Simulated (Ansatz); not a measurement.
Clean, relaxed (100) surface of AlNi, space group Pm-3m (No. 221) (top face towards +c; atoms held fixed, by place in the list: 1, 2, 3):

```
CELL_PARAMETERS angstrom
2.86217 0.00000 0.00000
0.00000 2.86217 0.00000
0.00000 0.00000 24.15541
ATOMIC_POSITIONS crystal
Ni 0.50000 0.50000 0.35189
Al 0.00000 0.00000 0.41113
Ni 0.50000 0.50000 0.47038
Al 0.00000 0.00000 0.52975
Ni 0.50000 0.50000 0.59132
Al 0.00000 0.00000 0.64694
```

Computed with Ansatz, DFT PBEsol, scalar-relativistic, plane waves, PAW. Cutoff 420 eV; k points 10×10×1 on the computed 6-atom cell (Γ-centred); Gaussian smearing, width 0.10 eV; no spin polarisation. The cell repeats along c with a dipole correction in the vacuum.

C (atom) is adsorbed on the top face, one adsorbate per 8.2 Å², and relaxed from 3 starting sites (fractions of a and b). E_ads counts from the clean slab and the free adsorbate (spin-polarised where it has unpaired electrons); negative means bound. Heights count from the highest slab atom after relaxation. Δφ is the top face's. Δp counts per cell along +c. Bonded neighbours lie within 1.25 times the sum of covalent radii (1.35 for H) and, on that scale, within 12 % of the closest. With the adsorbate the cell is lengthened along c to keep the vacuum.

```
                           start ends at E_ads (eV) height (Å) shortest contact  Δφ (eV)  Δp (e·Å)
        top (Al) at (0.00, 0.00) (0.00, 0.00), 1 bonded neighbour (Al)       -3.25        1.98       C–Al 1.98 Å    +3.59    -0.163
  bridge (Al-Al) at (0.00, 0.50) (0.00, 0.50), 2 bonded neighbours (Al)       -4.25        1.34       C–Al 1.96 Å    +2.90    -0.134
hollow (over Ni) at (0.50, 0.50) (0.50, 0.50), 5 bonded neighbours (Al and Ni)       -6.94        0.06       C–Ni 1.94 Å    +0.10    -0.004
```

Among the sites tried, the lowest end comes from the hollow (over Ni) at (0.50, 0.50) start; other sites may lie lower.

Each end is the local minimum or symmetric point that its start leads to. The slab is only 7.2 Å thick, so the energies aren't converged with thickness.

Spin polarisation was left out, and a magnetic state may lie lower.